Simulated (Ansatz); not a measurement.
Relaxed SiC (zinc blende):

```
CELL_PARAMETERS angstrom
      0.00000     2.17831     2.17831
      2.17831     0.00000     2.17831
      2.17831     2.17831     0.00000
ATOMIC_POSITIONS crystal
  C  0.75000 0.75000 0.75000
  Si 0.00000 0.00000 0.00000
```

The atoms are displaced by Q × the pattern below (from a DFPT mode at Γ, largest move 1; Q in Å), at fixed cell. It is one choice among 3 degenerate patterns.

| atom | x | y | z |
|---|---|---|---|
| C1 | 0.000 | 0.000 | -1.000 |
| Si2 | 0.000 | 0.000 | 0.428 |

These are r2SCAN (plane waves to 500 eV, PAW, scalar-relativistic; Ansatz, an electronic-structure program) values and carry that method's errors. k mesh 13×13×13 (Γ-centred), Fermi-Dirac smearing 0.05 eV. E stands for the smeared free energy. SiC was relaxed with its symmetry unable to fall. The PAW data are Ansatz's earlier set. ΔE is measured from the undisplaced structure.

Successive frames, forces in eV/Å:

```csv
frame,ΔE (meV/cell),F on C1,F on Si2
Q = 0.233 Å,1019,"(0.000, 0.000, 5.679)","(0.000, 0.000, -5.679)"
Q = 0.187 Å,669,"(0.000, 0.000, 4.793)","(0.000, 0.000, -4.793)"
Q = 0.140 Å,384,"(0.000, 0.000, 3.744)","(0.000, 0.000, -3.744)"
Q = 0.093 Å,173,"(0.000, 0.000, 2.569)","(0.000, 0.000, -2.569)"
```

### Question
What are the energy and the forces in the next frame, Q = 0.047 Å?

### Answer
ΔE (meV/cell) = 44.

| atom | Fx | Fy | Fz |
|---|---|---|---|
| C1 | 0.000 | 0.000 | 1.307 |
| Si2 | 0.000 | 0.000 | -1.307 |

(For displaced atoms, the force is minus the slope of the energy, and its curvature is a force constant, which sets phonon frequencies.)
